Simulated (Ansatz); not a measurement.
ZnCdS₂ in space group P3m1 (No. 156; Zn on 1a, Cd on 1b, S on 1b, S on 1a), the program Ansatz at the LDA level (PAW). The conduction-band minimum lies at Γ, with 1 equivalent valley. Second derivatives d²E/dk² of the lowest band at one valley (eV·Å²), along Cartesian directions:

```tsv
direction	d²E/dk²
[100]	53.15
[010]	53.15
[001]	57.19
[110]	53.15
[101]	55.19
[011]	55.20
```

Q: Find the principal effective masses, the density-of-states mass and the conductivity mass.

A: Off-diagonal terms follow from H_xy = H[110] − (H_xx + H_yy)/2, and m*/mₑ = 7.620 eV·Å² over each eigenvalue: 0.13, 0.14, 0.14. One valley's DOS mass (m₁m₂m₃)^(1/3) = 0.14, conductivity mass 3/(Σ 1/mᵢ) = 0.14 mₑ.

Q: What effective density of states Nc follows at 300 K for parabolic valleys?

A: Nc = 2.509e19 × 1 × (0.14)^(3/2) ≈ 1.3e18 cm⁻³.

Q: With the computed static dielectric constant 9.22 (mean of the diagonal), estimate a hydrogenic donor's binding energy and radius.

A: E = 13.606 eV × 0.14/9.22² ≈ 22 meV; a = 0.529 Å × ε/m* ≈ 35 Å. Semilocal masses tend to be too small where the gap is.

The first step of the workflow began from a Materials Project structure, measured or hypothetical; the Crystallography Open Database copy checked does not list it. Its standing as an ambient phase is unchecked. The LDA relaxation kept the symmetry of its start; phonons on a q-mesh show no instability. Scalar-relativistic: spin–orbit coupling is off unless named, which matters more the heavier the elements.

Potentials: the later of the program's two PAW sets.
